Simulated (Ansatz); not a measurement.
## Symmetry broken, then relaxed in Ag

Level of theory: DFT r2SCAN, scalar-relativistic, plane waves, PAW (Ansatz 0.2.0). The runs took a 500 eV cutoff, a Γ-centred 12×12×8 mesh and Gaussian smearing (0.15 eV). No spin polarisation. Energies are free energies at this smearing, counted from the undisturbed cell; pressure is positive in compression.

Zero of the scan (relaxed at this level; this form isn't the usual structure):

```yaml
crystal:
  lattice:
    - [2.90370, 0.00000, 0.00000]
    - [-1.45185, 2.51467, 0.00000]
    - [0.00000, 0.00000, 4.74785]
  atoms:
    - { symbol: Ag, position: [0.33333, 0.66667, 0.25000] }
    - { symbol: Ag, position: [0.66667, 0.33333, 0.75000] }
```

The atoms are displaced (Å, in the unstrained cell):

| atom | ux | uy | uz |
| --- | --- | --- | --- |
| Ag1 | 0.075 | -0.232 | 0.004 |
| Ag2 | -0.075 | 0.232 | -0.004 |

The cell is strained by (-0.0157, 0.0042, -0.0073, 0.0170, -0.0087, 0.0329) (xx, yy, zz, yz, xz, xy; engineering shear). Cell and atoms are then relaxed.

Does the relaxation return to the undisturbed structure?

Yes (up to a choice of domain or origin): same space group and volume, and an energy -0.1 meV/atom from it. The disturbance itself cost 54.4 meV/atom. The final space group reads P6_3/mmc (tolerance 0.05 Å) and the volume changes by 0.09 %.

Final structure:

```
Ag
1.0
     2.91019    0.00134    0.00018
    -1.45387    2.51762    0.00009
     0.00020    0.00049    4.73450
Ag
2
Direct
  0.33262 0.66610 0.24999
  0.66738 0.33390 0.75001
```

The relaxation, step by step (energy from the first step; small jumps at an unchanged geometry come where the plane waves are selected anew for the new cell):

```
step  ΔE (meV/atom) largest force component (eV/Å) pressure (GPa)
   1            0.0                           0.340            3.97
   2          -41.4                           0.103           -1.26
   3          -53.4                           0.007            0.87
   4          -54.3                           0.001           -0.01
   5          -54.5                           0.002            0.01
```

Cost: 3 runs of about 1.5 core-minutes in all, on AMD EPYC 9R45 (Zen 5) (shared hosts).